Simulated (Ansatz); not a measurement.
Pd (fcc, Cu type)

```xyz
4
Lattice="3.8755 0.0000 0.0000 0.0000 3.8755 0.0000 0.0000 0.0000 3.8755" Properties=species:S:1:pos:R:3 pbc="T T T"
Pd     0.0000     0.0000     0.0000
Pd     1.9378     1.9378     0.0000
Pd     1.9378     0.0000     1.9378
Pd     0.0000     1.9378     1.9378
```

Scan: atom 3 (Pd, nearest neighbour Pd at 2.740 Å; its periodic images, 3.9 Å or more away, move with it) is displaced along Cartesian [111], direction (0.577, 0.577, 0.577) in Cartesian axes, by s. The other atoms stay.

These are PBEsol (plane waves to 420 eV, PAW, scalar-relativistic; Ansatz, an electronic-structure program) values and carry that method's errors. k mesh 10×10×10 (Γ-centred), Fermi-Dirac smearing 0.05 eV. E stands for the smeared free energy. With partly filled bands, energies and forces of such displacements shift with the k mesh and the smearing. On this mesh the relaxed cell isn't quite at rest: it carries a pressure of -0.1 GPa (compression positive) at the zero of the scan. Pd is run without spin polarisation. Pd was relaxed with its symmetry unable to fall. The PAW data are Ansatz's earlier set. The zero of ΔE is the undisplaced structure. The last digit holds for this mesh only.

```
s (Å)   ΔE (meV/cell)
------  -------------
-0.270          379.2
-0.216          240.0
-0.162          134.1
-0.108       withheld
-0.054           14.8
0.000             0.0
0.054            14.8
0.108        withheld
0.162           134.1
0.216           240.0
0.270           379.2
```

**Question.** Fit an even polynomial form (powers 2, 4) to the given rows and predict ΔE at s = -0.108.

**Answer.** Least squares on the 9 given rows: ΔE = (5051)·s² + (2063)·s⁴, in meV/cell with s in Å; root-mean-square residual 0.09 meV/cell. At -0.108 the fit gives 59.2 meV/cell; the calculation gives 59.4 meV/cell, so the interpolation is off by -0.2 (-0.3 %). The quadratic term alone would give 58.9 meV/cell.

(For displaced atoms, the force is minus the slope of the energy, and its curvature is a force constant, which sets phonon frequencies.)
